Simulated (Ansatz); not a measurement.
## Sb: from a starting cell to a relaxed one

The start is a relaxed Sb cell, doubled along one cell vector, shaken by Gaussian noise of σ = 0.08 Å a coordinate. The structure is fully relaxed (lattice and positions, P = 0) with PBEsol (plane waves to 420 eV, PAW, scalar-relativistic; Ansatz, a first-principles code). The first steps use a coarse 8×8×3 k-mesh.

Input geometry:
```yaml
crystal:
  lattice:
    - [5.07216, 0.00000, 0.00000]
    - [-2.53608, 4.39262, 0.00000]
    - [0.00000, 0.00000, 11.91499]
  atoms:
    - { symbol: Sb, position: [0.00068, 0.99630, 0.12270] }
    - { symbol: Sb, position: [0.02849, 0.02923, 0.62141] }
    - { symbol: Sb, position: [0.01603, 0.00784, 0.36391] }
    - { symbol: Sb, position: [0.97586, 0.99198, 0.87446] }
    - { symbol: Sb, position: [0.36633, 0.68568, 0.12713] }
    - { symbol: Sb, position: [0.34704, 0.67261, 0.61505] }
    - { symbol: Sb, position: [0.69408, 0.34617, 0.36736] }
    - { symbol: Sb, position: [0.65859, 0.31983, 0.88532] }
```

Problem. What is the largest force in the starting geometry, and on which atom (counted from 1)?

Solution. 0.91 eV/Å, on Sb1 (atoms numbered as listed).

Problem. How does the volume per atom move from start to end?

Solution. -10.2 %, from 33.18 to 29.81 Å³/atom.

Problem. Does it find its way back to the structure it was made from?

Solution. It does not go back: it reaches R-3m (No. 166), AFLOW prototype A_hR2_166_c (A7, as in As), 0.40 eV/atom below the parent.

Problem. How do the shortest distances between atoms change?

Solution. The closest pairs of elements (up to four, under 3.6 Å), start → end: Sb–Sb 2.79 → 2.93 Å.

Problem. What band gap does the relaxed structure have at this level?

Solution. No gap (metallic).

Problem. Give the final cell and atomic positions.

Solution. 
Space group R-3m, hexagonal axes (No. 166); a = 4.321 Å, b = 4.321 Å, c = 11.066 Å, α = 90.00°, β = 90.00°, γ = 120.00°

```csv
atom,site,symmetry,x,y,z
Sb,6c,3m,0.0000,0.0000,0.2641
```
(The calculation used a cell of 2 atoms; values per cell refer to that cell.)

Final values are on a 13×13×13 k-mesh of the relaxed cell. No spin polarisation in the result.

Of the parent cell (P6₃/mmc (No. 194)): it is a generated cell of Sb: the first start was made by placing the elements on the sites of a structure type, and the end was not matched to a known phase here, so it may be hypothetical. Known forms of Sb include space group No. 166.
